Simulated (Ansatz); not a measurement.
input.yaml

```yaml
crystal:
  lattice:
    - [2.4398964592, 0.0, 0.0]
    - [-1.2199482296, 2.1130123163, 0.0]
    - [0.0, 0.0, 8.0488628731]
  atoms:
    - { symbol: C, position: [0.0, 0.0, 0.0929464659] }
    - { symbol: C, position: [0.0, 0.0, 0.5929464659] }
    - { symbol: C, position: [0.0, 0.0, 0.4070535341] }
    - { symbol: C, position: [0.0, 0.0, 0.9070535341] }
    - { symbol: C, position: [0.3333333333, 0.6666666667, 0.1556270874] }
    - { symbol: C, position: [0.6666666667, 0.3333333333, 0.6556270874] }
    - { symbol: C, position: [0.3333333333, 0.6666666667, 0.3443729126] }
    - { symbol: C, position: [0.6666666667, 0.3333333333, 0.8443729126] }
basis:
  ecutwfc: 420
kpoints:
  mp_grid: { grid: [12, 12, 4] }
hamiltonian:
  xc: pbe
scf:
  occupations: { method: gaussian, width: 0.02 }
output:
  forces: true
  stress: true
  eigenvalues: true
relax:
  adjacent_minimum: "off"
  f_tol: 0.01
  max_steps: 30
  cell: { stress_tol: 0.1, fix: [volume] }
```

Launched with
```bash
ansatz run input.yaml --threads 2 --pin off --max-ram 5120MiB --backend cpu --events-out ev --progress --plain --runs-dir out
```

Computed with Ansatz, DFT PBE, scalar-relativistic, plane waves, PAW.

Part of what the program printed, abridged:

```
Pseudopotentials: kind: paw
Pseudopotential: C, paw, valence charge 4, recommended cutoff 420 eV (normal)
Functional definition: PBE
Crystal: 8 atoms, lattice volume = 41.496 Å³
Basis set: ecut = 420 eV, 777 PW (Γ), exchange–correlation on 36×36×108 points (8 copies of the dense FFT grid, shifted against one another)
Bands: 24, of which v1, the nominal top of the filled ones, is band 16 counted from 1 (15 counted from 0)
Symmetry: 24 space group operations
Space group: P63/mmc (ITA 194), of the structure as read, at distance tolerance 3.5e-5 Å
k-points: 57 of 576
Initial density: superposition of atomic densities (neutral atoms: chi_scale 0, normalization atom), corrected by the library's trained network
Initial wavefunctions: pseudopotential atomic-orbital guess
Functional: x = pbe(κ = 0.804, μ = 0.21951497), c = pbe(β = 0.06672455)
SCF iter   1: F=—  HF=-2005.813234 eV  |F-HF|=—  |Δ(HF+E_count)|=         —  Δρ=5.75e-3  dr2=7.79e-3  ethr=1.77e-3  ⟨swp⟩=6.0  Hψ=6771  notcnv=0  defer=1
SCF iter   2: F=—  HF=-2005.811372 eV  |F-HF|=—  |Δ(HF+E_count)|=   1.86e-3  Δρ=2.41e-3  dr2=9.61e-4  ethr=2.43e-5  ⟨swp⟩=2.4  Hψ=2967  notcnv=0  defer=136
SCF iter   3: F=—  HF=-2005.811428 eV  |F-HF|=—  |Δ(HF+E_count)|=   5.60e-5  Δρ=4.96e-4  dr2=6.36e-5  ethr=3.00e-6  ⟨swp⟩=2.7  Hψ=2279  notcnv=0  defer=136
SCF iter   4: F=—  HF=-2005.811461 eV  |F-HF|=—  |Δ(HF+E_count)|=   3.37e-5  Δρ=1.43e-4  dr2=1.88e-6  ethr=1.99e-7  ⟨swp⟩=2.0  Hψ=1804  notcnv=0  defer=136
SCF iter   5: F=-2005.811464 eV  HF=-2005.811464 eV  |F-HF|=5.04e-9  |Δ(HF+E_count)|=   2.79e-6  Δρ=5.48e-6  dr2=4.52e-9  ethr=5.86e-9  ⟨swp⟩=2.8  Hψ=2131  notcnv=0  defer=136
SCF iter   6: F=-2005.811464 eV  HF=-2005.811464 eV  |F-HF|=1.05e-10  |Δ(HF+E_count)|=   5.63e-9  Δρ=8.59e-7  dr2=1.19e-10  ethr=1.41e-11  ⟨swp⟩=6.1  Hψ=5070  notcnv=0
SCF 1 converged in 6 iterations: F = -2005.811464 eV  dr2 = 1.19e-10
relax step   1: F+E_penalty+E_count = -2005.81146402 eV  Δ(F+E_penalty+E_count) = +0.000e0 eV  max|allowed force component| = 2.811e-2 eV/Å  Δτ_max = 0.0000 Å  P = +48.624 GPa  Ω = 41.496 Å³  fix = [volume]  reactions: volume +48.624 GPa (6 SCF iters, dr2 threshold 1.00e-7 eV, accepted)
Initial density: handed on by an earlier stage of this run
Initial wavefunctions: those handed on with the density
SCF iter   1: F=—  HF=-2005.811461 eV  |F-HF|=—  |Δ(HF+E_count)|=         —  Δρ=6.96e-5  dr2=1.15e-6  ethr=3.74e-9  ⟨swp⟩=2.1  Hψ=7506  notcnv=0
SCF iter   2: F=—  HF=-2005.811487 eV  |F-HF|=—  |Δ(HF+E_count)|=   2.53e-5  Δρ=2.88e-5  dr2=9.51e-8  ethr=3.60e-9  ⟨swp⟩=2.1  Hψ=1997  notcnv=0
SCF iter   3: F=-2005.811487 eV  HF=-2005.811487 eV  |F-HF|=3.34e-9  |Δ(HF+E_count)|=   1.52e-8  Δρ=1.08e-5  dr2=1.18e-8  ethr=2.97e-10  ⟨swp⟩=2.0  Hψ=2246  notcnv=0
SCF iter   4: F=-2005.811487 eV  HF=-2005.811487 eV  |F-HF|=1.12e-10  |Δ(HF+E_count)|=   4.62e-9  Δρ=1.18e-6  dr2=1.48e-10  ethr=3.68e-11  ⟨swp⟩=2.3  Hψ=2176  notcnv=0
SCF iter   5: F=-2005.811487 eV  HF=-2005.811487 eV  |F-HF|=2.27e-12  |Δ(HF+E_count)|=  1.26e-10  Δρ=1.74e-7  dr2=4.38e-12  ethr=1.00e-12  ⟨swp⟩=1.7  Hψ=1863  notcnv=0
SCF iter   6: F=-2005.811487 eV  HF=-2005.811487 eV  |F-HF|=9.09e-13  |Δ(HF+E_count)|=  2.73e-12  Δρ=1.78e-8  dr2=4.66e-14  ethr=1.00e-12  ⟨swp⟩=1.0  Hψ=2964  notcnv=0
SCF 2 converged in 6 iterations: F = -2005.811487 eV  dr2 = 4.66e-14
relax step   2: F+E_penalty+E_count = -2005.81148682 eV  Δ(F+E_penalty+E_count) = -2.279e-5 eV  max|allowed force component| = 1.040e-2 eV/Å  Δτ_max = 0.0003 Å  P = +48.618 GPa  Ω = 41.496 Å³  fix = [volume]  reactions: volume +48.618 GPa (6 SCF iters, dr2 threshold 4.94e-8 eV, accepted)
SCF iter   1: F=—  HF=-2005.811467 eV  |F-HF|=—  |Δ(HF+E_count)|=         —  Δρ=7.36e-5  dr2=1.49e-6  ethr=4.61e-9  ⟨swp⟩=2.4  Hψ=7350  notcnv=0
SCF iter   2: F=—  HF=-2005.811492 eV  |F-HF|=—  |Δ(HF+E_count)|=   2.52e-5  Δρ=2.81e-5  dr2=1.44e-7  ethr=4.61e-9  ⟨swp⟩=2.2  Hψ=2051  notcnv=0
SCF iter   3: F=-2005.811492 eV  HF=-2005.811492 eV  |F-HF|=3.03e-9  |Δ(HF+E_count)|=   2.39e-8  Δρ=7.42e-6  dr2=1.07e-8  ethr=4.48e-10  ⟨swp⟩=2.5  Hψ=2254  notcnv=0
SCF iter   4: F=-2005.811492 eV  HF=-2005.811492 eV  |F-HF|=1.12e-10  |Δ(HF+E_count)|=  1.93e-10  Δρ=1.57e-6  dr2=3.76e-10  ethr=3.36e-11  ⟨swp⟩=2.1  Hψ=1863  notcnv=0
SCF iter   5: F=-2005.811492 eV  HF=-2005.811492 eV  |F-HF|=2.05e-12  |Δ(HF+E_count)|=  1.49e-10  Δρ=1.56e-7  dr2=4.41e-12  ethr=1.18e-12  ⟨swp⟩=2.3  Hψ=2264  notcnv=0
SCF iter   6: F=-2005.811492 eV  HF=-2005.811492 eV  |F-HF|=2.27e-13  |Δ(HF+E_count)|=  2.27e-12  Δρ=3.12e-8  dr2=1.23e-13  ethr=1.00e-12  ⟨swp⟩=1.0  Hψ=2964  notcnv=0
SCF 3 converged in 6 iterations: F = -2005.811492 eV  dr2 = 1.23e-13
relax step   3: F+E_penalty+E_count = -2005.81149211 eV  Δ(F+E_penalty+E_count) = -5.290e-6 eV  max|allowed force component| = 1.725e-3 eV/Å  Δτ_max = 0.0001 Å  P = +48.617 GPa  Ω = 41.496 Å³  fix = [volume]  reactions: volume +48.617 GPa (6 SCF iters, dr2 threshold 5.82e-8 eV, accepted)
Initial wavefunctions: pseudopotential atomic-orbital guess (no wavefunctions were taken with the density)
SCF iter   1: F=—  HF=-2005.811466 eV  |F-HF|=—  |Δ(HF+E_count)|=         —  Δρ=1.87e-6  dr2=4.03e-10  ethr=3.97e-9  ⟨swp⟩=3.8  Hψ=11163  notcnv=0
SCF iter   2: F=-2005.811492 eV  HF=-2005.811492 eV  |F-HF|=3.41e-10  |Δ(HF+E_count)|=   2.60e-5  Δρ=8.96e-7  dr2=9.94e-11  ethr=1.26e-12  ⟨swp⟩=3.0  Hψ=3177  notcnv=0
SCF iter   3: F=-2005.811492 eV  HF=-2005.811492 eV  |F-HF|=1.61e-10  |Δ(HF+E_count)|=  1.96e-10  Δρ=6.06e-7  dr2=4.35e-11  ethr=1.00e-12  ⟨swp⟩=1.0  Hψ=1368  notcnv=0
SCF iter   4: F=-2005.811492 eV  HF=-2005.811492 eV  |F-HF|=7.64e-11  |Δ(HF+E_count)|=  9.28e-11  Δρ=4.12e-7  dr2=1.98e-11  ethr=1.00e-12  ⟨swp⟩=1.0  Hψ=1368  notcnv=0
SCF iter   5: F=-2005.811492 eV  HF=-2005.811492 eV  |F-HF|=3.82e-11  |Δ(HF+E_count)|=  4.21e-11  Δρ=2.89e-7  dr2=9.63e-12  ethr=1.00e-12  ⟨swp⟩=1.0  Hψ=1368  notcnv=0
SCF iter   6: F=-2005.811492 eV  HF=-2005.811492 eV  |F-HF|=1.41e-11  |Δ(HF+E_count)|=  2.64e-11  Δρ=1.79e-7  dr2=3.70e-12  ethr=1.00e-12  ⟨swp⟩=2.0  Hψ=3834  notcnv=0
SCF 4 converged in 6 iterations: F = -2005.811492 eV  dr2 = 3.70e-12
SCF converged after 6 iterations
Free energy (F): -2005.811492 eV
Harris-Foulkes:  -2005.811492 eV  (|F-HF|=1.41e-11)
Internal energy: -2005.811492 eV  (E = F + TS)
E sigma→0 (E₀):  -2005.811492 eV
Fermi energy:    17.531767 eV
--- Per-component energies (eV) ---
  E_band       = 173.950804
  E_kinetic    = 763.649604
  E_local      = -465.510942  (includes V_loc(G=0)·N_el)
  E_nonlocal   = 218.197651
  E_hartree    = 103.087124
  E_xc         = -396.343000
  E_vxc        = -492.513664  (∫ρ·V_xc dr)
  E_paw        = -796.007875  (= ΣΔE_a)
  E_vpaw       = -56.046146  (= ΣTr[D̂ρ^β])
  E_aug_tail   = 0.000062  (compensation charges beyond the density's cutoff)
  E_ewald      = -1432.884116
  E_smearing   =  0.000000  (= −TS)
--- Forces (eV/Å), atoms counted from 1 ---
  atom   1  C      0.00000000     0.00000000    -0.00172566
  atom   2  C      0.00000000     0.00000000    -0.00172566
  atom   3  C      0.00000000     0.00000000     0.00172566
  atom   4  C      0.00000000     0.00000000     0.00172566
  atom   5  C      0.00000000     0.00000000    -0.00035361
  atom   6  C      0.00000000     0.00000000    -0.00035361
  atom   7  C      0.00000000     0.00000000     0.00035361
  atom   8  C      0.00000000     0.00000000     0.00035361
--- Stress (GPa, compression-positive) ---
       48.608600       0.000000       0.000000
        0.000000      48.608600       0.000000
        0.000000       0.000000      48.634208
  P = ⅓ Tr σ = 48.6171 GPa (486.171 kbar)
--- Band table (eV; the first three rows and the last of 57) ---
  k-point 0: bands = ["-7.7456", "-5.9928", "-5.8968", "-1.5488", "0.5466", "7.8136", "7.8860", "11.9424", "11.9424", "13.1241", "13.1241", "13.2593", "13.2593", "14.8532", "15.1508", "15.1508", "20.6421", "20.6421", "20.8681", "22.5773", "22.5773", "23.5148", "23.5190", "23.5190"]
  k-point 1: bands = ["-7.6323", "-6.7299", "-4.9476", "-2.4441", "1.6316", "5.6172", "10.1184", "12.0253", "12.0253", "12.6642", "12.6642", "13.8078", "13.8078", "14.0745", "14.9434", "14.9434", "20.8848", "20.8848", "21.3496", "22.1724", "22.1724", "23.1019", "23.8109", "23.8109"]
  k-point 2: bands = ["-7.2930", "-7.2930", "-3.7588", "-3.7588", "3.5099", "3.5099", "12.2701", "12.2701", "12.2701", "12.2701", "12.2874", "12.2874", "14.4319", "14.4319", "14.4319", "14.4319", "21.4808", "21.4808", "21.4808", "21.4808", "22.2759", "22.2759", "24.2208", "24.2208"]
  k-point 56: bands = ["0.2331", "0.2331", "0.4681", "0.4681", "2.5836", "2.5836", "3.5664", "3.5664", "5.0508", "5.0508", "5.7755", "5.7755", "9.2594", "9.2594", "9.5550", "9.5550", "20.2879", "20.2879", "25.6707", "25.6707", "26.6171", "26.6171", "27.4158", "27.4158"]
--- Relaxed structure (3 steps of the walk, 3 accepted, 1 SCFs on fresh bases) ---
  F+E_penalty+E_count = -2005.81149211 eV   max|allowed force component| = 1.726e-3 eV/Å   (the final SCF, on the basis selected at the relaxed cell)
  cell:  # Å, volume = 41.4962 Å³
    - [2.43976618, 0.0, 0.0]
    - [-1.21988309, 2.11289949, 0.0]
    - [0.0, 0.0, 8.04972245]
  atoms:
    - { symbol: C, position: [0.0, 0.0, 0.09293040] }
    - { symbol: C, position: [0.0, 0.0, 0.59293040] }
    - { symbol: C, position: [0.0, 0.0, 0.40706959] }
    - { symbol: C, position: [0.0, 0.0, 0.90706959] }
    - { symbol: C, position: [0.33333333, 0.66666666, 0.15567635] }
    - { symbol: C, position: [0.66666666, 0.33333333, 0.65567635] }
    - { symbol: C, position: [0.33333333, 0.66666666, 0.34432364] }
    - { symbol: C, position: [0.66666666, 0.33333333, 0.84432364] }
```

The relaxation met its thresholds.

Time: 2.4 s on 2 threads of AMD EPYC 9R45 96-Core Processor (Zen 5), with other jobs on the host, peak memory 0.41 GiB.